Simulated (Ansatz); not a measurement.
Hf2P2O9:
Space group C2/m (No. 12); a = 13.6902 Å, b = 6.5901 Å, c = 10.0743 Å, α = γ = 90.00°, β = 131.69°

```json
[
 {"atom": "Hf", "site": "4i", "symmetry": "m", "x": "0.3158", "y": "0.0000", "z": "0.3648"},
 {"atom": "Hf", "site": "4i", "symmetry": "m", "x": "0.0571", "y": "0.0000", "z": "0.9027"},
 {"atom": "P", "site": "4i", "symmetry": "m", "x": "0.4076", "y": "0.0000", "z": "0.1639"},
 {"atom": "P", "site": "4i", "symmetry": "m", "x": "0.1699", "y": "0.0000", "z": "0.5428"},
 {"atom": "O", "site": "4i", "symmetry": "m", "x": "0.4846", "y": "0.0000", "z": "0.3668"},
 {"atom": "O", "site": "4i", "symmetry": "m", "x": "0.2733", "y": "0.0000", "z": "0.5251"},
 {"atom": "O", "site": "4i", "symmetry": "m", "x": "0.2667", "y": "0.0000", "z": "0.0962"},
 {"atom": "O", "site": "8j", "symmetry": "1", "x": "0.3150", "y": "0.3101", "z": "0.3577"},
 {"atom": "O", "site": "8j", "symmetry": "1", "x": "0.4304", "y": "0.1892", "z": "0.1035"},
 {"atom": "O", "site": "4i", "symmetry": "m", "x": "0.1142", "y": "0.0000", "z": "0.1565"},
 {"atom": "O", "site": "4i", "symmetry": "m", "x": "0.0328", "y": "0.0000", "z": "0.3567"}
]
```
(The calculation used a cell of 26 atoms; values per cell refer to that cell.)

Relaxed with r²SCAN.

Q: Which orbitals make up the states near the band edges in r²SCAN (plane waves, PAW; program Ansatz)?

A: Top 1 eV of the valence band: O 2p 96 %. Bottom 1 eV of the conduction band: Hf 5d 80 %, O 2p 10 %. Projections are on Löwdin-orthogonalised atomic valence shells; empty p or d shells of many metals are not among them.

Q: Tabulate the density of states.

A: States/eV per cell of 26 atoms, in 0.25 eV bins, energy from the valence-band maximum.

| E (eV) | total | O 2p | Hf 5d | P 3p |
|---|---|---|---|---|
| -7.85 | 7.81 | 4.52 | 0.46 | 0.06 |
| -7.60 | 6.30 | 3.63 | 0.35 | 0.03 |
| -7.35 | 0.37 | 0.21 | 0.02 | 0.00 |
| -7.10 | 0.00 | 0.00 | 0.00 | 0.00 |
| -6.85 | 0.00 | 0.00 | 0.00 | 0.00 |
| -6.60 | 4.41 | 3.09 | 0.34 | 0.53 |
| -6.35 | 11.08 | 7.80 | 0.85 | 1.42 |
| -6.10 | 8.51 | 5.90 | 0.81 | 1.12 |
| -5.85 | 9.20 | 6.51 | 0.59 | 1.09 |
| -5.60 | 24.77 | 17.23 | 2.15 | 3.21 |
| -5.35 | 16.59 | 11.60 | 1.15 | 2.22 |
| -5.10 | 5.92 | 4.18 | 0.28 | 0.79 |
| -4.85 | 12.69 | 9.19 | 0.45 | 1.58 |
| -4.60 | 2.83 | 2.09 | 0.09 | 0.33 |
| -4.35 | 2.51 | 1.97 | 0.33 | 0.03 |
| -4.10 | 5.51 | 4.29 | 0.64 | 0.17 |
| -3.85 | 7.07 | 5.86 | 0.60 | 0.16 |
| -3.60 | 20.15 | 16.54 | 2.36 | 0.31 |
| -3.35 | 19.67 | 16.19 | 2.17 | 0.32 |
| -3.10 | 19.82 | 16.47 | 2.10 | 0.34 |
| -2.85 | 16.32 | 14.02 | 1.30 | 0.27 |
| -2.60 | 15.02 | 13.08 | 0.97 | 0.30 |
| -2.35 | 21.47 | 18.99 | 1.19 | 0.36 |
| -2.10 | 24.94 | 22.42 | 1.23 | 0.36 |
| -1.85 | 27.29 | 24.87 | 1.06 | 0.36 |
| -1.60 | 21.06 | 19.27 | 0.90 | 0.21 |
| -1.35 | 13.81 | 12.64 | 0.67 | 0.12 |
| -1.10 | 18.83 | 17.49 | 0.76 | 0.12 |
| -0.85 | 18.49 | 17.58 | 0.47 | 0.06 |
| -0.60 | 20.97 | 20.09 | 0.52 | 0.04 |
| -0.35 | 21.40 | 20.69 | 0.36 | 0.04 |
| -0.10 | 9.66 | 9.46 | 0.09 | 0.01 |
| 0.15 | 0.00 | 0.00 | 0.00 | 0.00 |
| 0.40 | 0.00 | 0.00 | 0.00 | 0.00 |
| 0.65 | 0.00 | 0.00 | 0.00 | 0.00 |
| 0.90 | 0.00 | 0.00 | 0.00 | 0.00 |
| 1.15 | 0.00 | 0.00 | 0.00 | 0.00 |
| 1.40 | 0.00 | 0.00 | 0.00 | 0.00 |
| 1.65 | 0.00 | 0.00 | 0.00 | 0.00 |
| 1.90 | 0.00 | 0.00 | 0.00 | 0.00 |
| 2.15 | 0.00 | 0.00 | 0.00 | 0.00 |
| 2.40 | 0.00 | 0.00 | 0.00 | 0.00 |
| 2.65 | 0.00 | 0.00 | 0.00 | 0.00 |
| 2.90 | 0.00 | 0.00 | 0.00 | 0.00 |
| 3.15 | 0.00 | 0.00 | 0.00 | 0.00 |
| 3.40 | 0.00 | 0.00 | 0.00 | 0.00 |
| 3.65 | 0.00 | 0.00 | 0.00 | 0.00 |
| 3.90 | 0.00 | 0.00 | 0.00 | 0.00 |
| 4.15 | 0.00 | 0.00 | 0.00 | 0.00 |
| 4.40 | 0.00 | 0.00 | 0.00 | 0.00 |
| 4.65 | 0.00 | 0.00 | 0.00 | 0.00 |
| 4.90 | 0.00 | 0.00 | 0.00 | 0.00 |
| 5.15 | 0.00 | 0.00 | 0.00 | 0.00 |
| 5.40 | 0.00 | 0.00 | 0.00 | 0.00 |
| 5.65 | 3.24 | 0.27 | 2.66 | 0.16 |
| 5.90 | 14.61 | 1.34 | 11.78 | 0.70 |
| 6.15 | 20.23 | 2.00 | 15.78 | 0.59 |
| 6.40 | 18.68 | 1.99 | 14.92 | 0.38 |
| 6.65 | 14.29 | 1.62 | 11.11 | 0.48 |
| 6.90 | 10.26 | 1.65 | 7.04 | 0.49 |
| 7.15 | 8.99 | 1.57 | 5.82 | 0.32 |
| 7.40 | 7.07 | 1.17 | 4.65 | 0.13 |
| 7.65 | 1.83 | 0.14 | 0.45 | 0.04 |
| 7.90 | 2.92 | 0.18 | 0.92 | 0.08 |
| 8.15 | 6.54 | 0.42 | 3.02 | 0.18 |
| 8.40 | 6.64 | 0.52 | 2.94 | 0.30 |
| 8.65 | 7.44 | 0.68 | 3.48 | 0.33 |
| 8.90 | 6.71 | 0.57 | 2.80 | 0.41 |
| 9.15 | 5.99 | 0.53 | 2.20 | 0.46 |
| 9.40 | 6.99 | 0.68 | 2.59 | 0.59 |
| 9.65 | 9.01 | 0.99 | 3.45 | 0.97 |
| 9.90 | 9.37 | 1.09 | 3.03 | 1.43 |
| 10.15 | 8.72 | 1.12 | 2.38 | 1.63 |
| 10.40 | 14.68 | 2.06 | 2.94 | 3.56 |

The first step of the workflow began from a Materials Project structure, measured or hypothetical; the Crystallography Open Database copy checked does not list it. Whether it is the stable phase at ambient conditions was not checked. Symmetry was held in the r²SCAN relaxation; whether a distortion lowers the energy is not shown. The run is not spin-polarised. Scalar-relativistic: spin–orbit coupling is off unless named, which matters more the heavier the elements.

Potentials: the later of the program's two PAW sets.
